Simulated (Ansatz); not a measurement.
**Si₅CN₈ (β-Si3N4 sites, Pm): the band gap by level of theory**

All numbers come from Ansatz. No spin polarisation. The prototype was imposed, so other structures may be more stable.

The cell is Si₅CN₈ on the sites of β-Si3N4 (relaxed group Pm); cell and atoms were relaxed with r2SCAN. Si has 4 N at 1.70–1.74 Å; Si has 4 N at 1.70 Å; Si has 4 N at 1.72–1.75 Å; Si has 4 N at 1.69–1.74 Å; C has 4 N at 1.45–1.68 Å; Si has 4 N at 1.73–1.75 Å; N has 1 C at 1.45 Å and 2 Si at 1.74 Å; N has 3 Si at 1.70–1.74 Å (further sites aren't listed).

Space group Pm (No. 6). a = 7.395 Å, b = 2.851 Å, c = 7.424 Å, α = 90.00°, β = 119.68°, γ = 90.00°
```json
{"atom": "Si", "site": "1b", "symmetry": "m", "x": "0.8276", "y": "0.5000", "z": "0.5898"}
{"atom": "Si", "site": "1a", "symmetry": "m", "x": "0.2330", "y": "0.0000", "z": "0.8224"}
{"atom": "Si", "site": "1a", "symmetry": "m", "x": "0.6038", "y": "0.0000", "z": "0.7852"}
{"atom": "Si", "site": "1b", "symmetry": "m", "x": "0.4080", "y": "0.5000", "z": "0.2263"}
{"atom": "C", "site": "1b", "symmetry": "m", "x": "0.7747", "y": "0.5000", "z": "0.1942"}
{"atom": "Si", "site": "1a", "symmetry": "m", "x": "0.1589", "y": "0.0000", "z": "0.3966"}
{"atom": "N", "site": "1b", "symmetry": "m", "x": "0.6757", "y": "0.5000", "z": "0.3209"}
{"atom": "N", "site": "1a", "symmetry": "m", "x": "0.3329", "y": "0.0000", "z": "0.6597"}
{"atom": "N", "site": "1b", "symmetry": "m", "x": "0.6782", "y": "0.5000", "z": "0.7085"}
{"atom": "N", "site": "1a", "symmetry": "m", "x": "0.9705", "y": "0.0000", "z": "0.6628"}
{"atom": "N", "site": "1a", "symmetry": "m", "x": "0.7093", "y": "0.0000", "z": "0.0551"}
{"atom": "N", "site": "1b", "symmetry": "m", "x": "0.2973", "y": "0.5000", "z": "0.9651"}
{"atom": "N", "site": "1a", "symmetry": "m", "x": "0.3279", "y": "0.0000", "z": "0.2969"}
{"atom": "N", "site": "1b", "symmetry": "m", "x": "0.0020", "y": "0.5000", "z": "0.3165"}
```

Gaps on the r2SCAN cell, each the least over its mesh and the special points:
```
 level  k mesh  gap (eV)      kind           edges  least direct gap (eV)
   PBE  4×10×4      1.99  indirect  Γ–Z (0.30) → Γ                   2.35
r2SCAN  4×10×4      2.33  indirect  Γ–Z (0.33) → Γ                   2.70
 HSE06   2×6×2      3.44  indirect  Γ–Z (0.33) → Γ                   3.77
  PBE0   2×6×2      4.20  indirect  Γ–Z (0.33) → Γ                   4.54
```
PBE: smearing of 0.02 eV; the others have fixed occupations.
Wave cutoffs: 420 eV, 500 eV (r2SCAN).
Points off the special ones are mesh points or PBE's searched band edges, reused at the other levels.

The HSE06 gap is indirect, 3.44 eV (Γ–Z (0.33 of the way from Γ) to Γ), below the direct gap of 3.77 eV at Γ. With r2SCAN, at Γ the top three valence levels group as 1+1+1 from the top, spread over 247 meV.

r2SCAN covers 24 % of the step from PBE to HSE06. All these functionals give a gap of the same kind, indirect.

The meshes of the hybrids are coarse, so their gaps aren't converged to the digits shown.

The splittings at Γ are without spin-orbit coupling, which regroups them where it is of like size or larger.
